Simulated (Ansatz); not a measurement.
One stationary structure of SiO₂. Space group P4₁2₁2 (No. 92), AFLOW prototype A2B_tP12_92_b_a (as in SiO2). Level of theory: r2SCAN (plane waves to 500 eV, PAW, scalar-relativistic; Ansatz, a program for electronic structure).

```cif
data_O8Si4
_chemical_formula_sum 'Si4 O8'
_space_group_name_H-M_alt 'P 1'
_space_group_IT_number 1
_cell_length_a 4.98030
_cell_length_b 4.98030
_cell_length_c 6.91828
_cell_angle_alpha 90.000
_cell_angle_beta 90.000
_cell_angle_gamma 90.000
loop_
_space_group_symop_operation_xyz
  'x, y, z'
loop_
_atom_site_label
_atom_site_type_symbol
_atom_site_fract_x
_atom_site_fract_y
_atom_site_fract_z
_atom_site_occupancy
Si1 Si 0.30234 0.30234 0.00000 1
Si2 Si 0.80234 0.19766 0.75000 1
Si3 Si 0.19766 0.80234 0.25000 1
Si4 Si 0.69766 0.69766 0.50000 1
O1 O 0.23822 0.10904 0.18131 1
O2 O 0.73822 0.39096 0.56869 1
O3 O 0.26178 0.60904 0.06869 1
O4 O 0.76178 0.89096 0.68131 1
O5 O 0.89096 0.76178 0.31869 1
O6 O 0.39096 0.73822 0.43131 1
O7 O 0.60904 0.26178 0.93131 1
O8 O 0.10904 0.23822 0.81869 1
```

Q: Estimate the band gap that r2SCAN returns for this input.

A: 6.35 eV, direct at Γ (no spin-orbit coupling).

No spin polarisation in the result.

The run could not lose the symmetry of its start; a randomly shaken copy of 12 atoms returns to this structure.
